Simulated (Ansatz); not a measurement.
Here is the system:

WC in space group P-6m2 (No. 187; W on 1a, C on 1f), a = b = 2.884 Å, c = 2.812 Å, α = β = 90.00°, γ = 120.00°.

This is the LDA-relaxed structure.

Task: All from the program Ansatz at the LDA level (PAW), unless another level is named. Estimate the electronic character.

Result: metallic (no gap).

Task: Next, the density of states at the Fermi level?

Result: 0.15 states/eV per atom (mean over ±0.08 eV).

Task: What about the formation energy from the elements (no fitted shifts)?

Result: -0.25 eV/atom.

The LDA relaxation kept the symmetry of its start; of distortions, only those at the zone centre were tested. The run is not spin-polarised. The references are the lowest solids computed at this level, not always the standard phases. Spin–orbit coupling is left out wherever it is not named.

Potentials: the earlier of the program's two PAW sets.
